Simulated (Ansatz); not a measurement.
**Al3GaN4 (P-43m), random displacements**

These are results of Ansatz 0.2.0, DFT r2SCAN, scalar-relativistic, plane waves, PAW, not measurements. Settings: plane waves to 500 eV, k-mesh 6×6×6 (Γ-centred), Gaussian smearing 0.05 eV. No spin polarisation. Energies are free energies at this smearing, counted from the undisturbed cell; pressure is positive in compression.

The starting cell (as given, not relaxed at this level, and it needn't be the usual structure):

```
Al Ga N
1.0
     4.40144    0.00000    0.00000
     0.00000    4.40144    0.00000
     0.00000    0.00000    4.40144
Al Ga N
3 1 4
Direct
  0.50000 0.50000 0.00000
  0.50000 0.00000 0.50000
  0.00000 0.50000 0.50000
  0.00000 0.00000 0.00000
  0.74416 0.74416 0.25584
  0.74416 0.25584 0.74416
  0.25584 0.74416 0.74416
  0.25584 0.25584 0.25584
```

The atoms are displaced (Å, in the unstrained cell):

```tsv
atom	ux	uy	uz
Al1	0.474	-0.128	0.141
Al2	-0.497	0.119	-0.065
Al3	0.102	-0.108	-0.143
Ga4	-0.338	0.127	-0.327
N5	0.184	0.060	0.408
N6	0.098	-0.090	0.237
N7	-0.256	0.056	0.061
N8	0.233	-0.035	-0.311
```

Strain (Voigt, engineering shear): (-0.0057, 0.0895, 0.0046, -0.0674, -0.0460, 0.0297).

Q: What are the energy change, the stress and the forces?

A: ΔE = 1834.1 meV/atom; stress (xx, yy, zz, yz, xz, xy; compression positive) (22.36, 44.35, 16.70, -24.02, 28.32, -46.22) GPa; gap on the mesh 0.18 eV.
| atom | Fx (eV/Å) | Fy | Fz |
| --- | --- | --- | --- |
| Al1 | -5.33 | 6.31 | 2.62 |
| Al2 | 3.39 | -4.69 | 1.35 |
| Al3 | 1.63 | 2.20 | 2.20 |
| Ga4 | 21.40 | -32.15 | 17.66 |
| N5 | -3.47 | -0.03 | -4.16 |
| N6 | -18.22 | 27.60 | -21.62 |
| N7 | 3.00 | -0.56 | -0.51 |
| N8 | -2.39 | 1.32 | 2.46 |

Cost: 1 run of about 2.2 core-minutes, on Intel Xeon Processor @ 2.50GHz (Skylake/Cascade Lake) (shared hosts).